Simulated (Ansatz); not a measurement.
This log comes from Ansatz, run on Sr₂MgO₃ as one 6-atom ordering (I4/mmm) on the rocksalt lattice. The geometry is the r2SCAN minimum.

The cell given to it:
```
CELL_PARAMETERS angstrom
-1.76370 1.76370 7.23105
1.76370 -1.76370 7.23105
1.76370 1.76370 -7.23105
ATOMIC_POSITIONS crystal
Mg 0.00000 0.00000 0.00000
O 0.85314 0.85314 0.00000
Sr 0.34044 0.34044 0.00000
O 0.14686 0.14686 0.00000
Sr 0.65956 0.65956 0.00000
O 0.50000 0.50000 0.00000
```

Main lines of the log:
```
Pseudopotential: Mg, paw, valence charge 10, recommended cutoff 500 eV (meta_gga)
Pseudopotential: O, paw, valence charge 6, recommended cutoff 500 eV (meta_gga)
Pseudopotential: Sr, paw, valence charge 10, recommended cutoff 500 eV (meta_gga)
Functional definition: r2SCAN
Crystal: 6 atoms, lattice volume = 89.972 Å³
Basis set: ecut = 500 eV, 2279 PW (Γ)
Bands: 30, of which v1, the nominal top of the filled ones, is band 24 counted from 1 (23 counted from 0)
Symmetry: 16 space group operations
k-points: 150 of 512 (irreducible under 2 space group operations, time reversal used)
SCF converged after 10 iterations
Free energy (F): -10751.074821 eV
Fermi energy:    7.264540 eV
--- Per-component energies (eV) ---
  E_band       = -476.614127
  E_kinetic    = 1104.654647
  E_local      = -3612.926898
  E_nonlocal   = 641.086783
  E_hartree    = 1153.420754
  E_xc         = -580.885675
  E_vxc        = -721.583775
  E_paw        = -6207.262767
  E_vpaw       = -237.394170
  E_vtau       = 42.704721
  E_ewald      = -3248.750703
  E_core_change = -0.414104
--- Band table (eV; the first three rows and the last of 150) ---
  k-point 0: bands = […, 6.4890, 7.0698, 7.0698, 7.2367, 7.2367, 7.2645, 11.1083, 11.5865, 12.7447, 14.6734, …]
  k-point 1: bands = […, 6.2953, 6.3947, 6.7728, 6.9495, 7.1704, 7.2162, 11.9194, 12.3040, 13.5483, 14.3831, …]
  k-point 2: bands = […, 5.7683, 5.8926, 6.7170, 6.8371, 7.0976, 7.1085, 12.6363, 13.2101, 14.3284, 14.8848, …]
  k-point 149: bands = […, 6.5355, 6.5355, 7.0126, 7.0126, 7.2170, 7.2170, 11.4551, 12.1154, 13.0448, 13.0468, …]
--- Dielectric response (ions clamped): 3 representative field directions + reference, inside a basis on a mesh of 512 k-points ---
  ε∞ (high-frequency dielectric tensor):
        3.513455     0.000000     0.000000
        0.000000     3.513455     0.000000
        0.000000     0.000000     3.546350
  Born effective charges Z* (e; rows j = field, columns β = displacement):
    site 0:
         2.15723    0.00000    0.00000
         0.00000    2.15723    0.00000
         0.00000    0.00000    2.04188
    site 1:
        -2.44167    0.00000    0.00000
         0.00000   -2.44167    0.00000
         0.00000    0.00000   -2.12511
    site 2:
         2.39311    0.00000    0.00000
         0.00000    2.39311    0.00000
         0.00000    0.00000    2.50185
    site 3:
        -2.44167    0.00000    0.00000
         0.00000   -2.44167    0.00000
         0.00000    0.00000   -2.12511
    site 4:
         2.39311    0.00000    0.00000
         0.00000    2.39311    0.00000
         0.00000    0.00000    2.50185
    site 5:
        -2.06011    0.00000    0.00000
         0.00000   -2.06011    0.00000
         0.00000    0.00000   -2.79537
  ε∞ is read to err by 1.2e-2, Z* by 1.3e-2 e
```

Q: What input produced it? Give the YAML.

A:
```yaml
crystal:
  # lattice and atoms as above
kpoints:
  mp_grid: { grid: [8, 8, 8] }
hamiltonian:
  xc: r2scan
scf:
  occupations: { method: fixed }
dielectric: {}
```
The term E_vtau belongs to a meta-GGA, which reads the kinetic-energy density. A response with clamped ions alone is the dielectric block. Keys that aren't typed take their defaults; thresholds and the kind of smearing can't be read off these lines.

Wall time 100 s on 1 × NVIDIA H100 80GB HBM3 with 2 threads of AMD EPYC 7R13 Processor (Zen 3), on a shared host; peak host memory 6 GiB.

(Calculated; spin-unpolarised; the phase may be known or hypothetical.)

Spin-orbit coupling is left out.

For a response run the program warns that the ground state's bands aren't all converged, so ε∞ carries an extra error.
